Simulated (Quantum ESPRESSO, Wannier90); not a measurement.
# Tight-binding from DFT: PbBrF (P4/nmm)

```xyz
6
Lattice="4.1851 0.0000 0.0000 0.0000 4.1851 0.0000 0.0000 0.0000 7.6623" Properties=species:S:1:pos:R:3 pbc="T T T"
Pb     0.0000     2.0925    -1.4604
Pb     2.0925     0.0000     1.4604
Br     2.0925     0.0000    -2.6609
Br     0.0000     2.0925     2.6609
F      2.0925     2.0925     0.0000
F      0.0000     0.0000     0.0000
```

Materials Project entry mp-23008; symmetrised, unrelaxed at this level. COD (Crystallography Open Database) has an entry of this formula and space group (matched by these alone). Computed values, not measurements, from PBEsol: Quantum ESPRESSO (norm-conserving PseudoDojo potentials, cutoff 68 Ry, spinors with spin-orbit coupling) on a Γ-centred 4×4×4 mesh, then Wannier90. Density: 8×8×4 mesh, cold smearing 0.01 Ry.

Bands 1-4,25-56 form an isolated set from -22.02 to 0.00 eV relative to the valence-band maximum (on the path) and are turned into 36 Wannier functions by minimising the spread from the start: SCDM (isolated). Bands 5–12 (Pb 5d 99 %), 13–24 (Pb 5d 98 %) lie between the kept ones and are excluded.

Q: Where do the functions sit, how wide are they and what are they made of?

A: 
```json
[
 {"functions": "16", "spread (Å²)": "0.65", "nearest atom, distance (Å)": "F 0.32", "second atom, distance (Å)": "Pb 2.23", "weight on atomic waves": "F 2p 69 %, F 2s 23 %, Pb 6p 6 %"},
 {"functions": "12", "spread (Å²)": "1.72", "nearest atom, distance (Å)": "Br 0.56", "second atom, distance (Å)": "Pb 2.69", "weight on atomic waves": "Br 4p 67 %, Br 4s 21 %, Pb 6p 10 %"},
 {"functions": "4", "spread (Å²)": "1.53", "nearest atom, distance (Å)": "Br 0.49", "second atom, distance (Å)": "Pb 3.05", "weight on atomic waves": "Br 4p 67 %, Br 4s 27 %"},
 {"functions": "4", "spread (Å²)": "1.81", "nearest atom, distance (Å)": "Pb 0.09", "second atom, distance (Å)": "F 2.61", "weight on atomic waves": "Pb 6s 96 %"}
]
```

Ω_I = 39.21 Å², Ω_total = 44.32 Å²; the interpolated bands follow pw.x to 5.5 meV rms on the path. It is the lowest total spread that any start reached here.
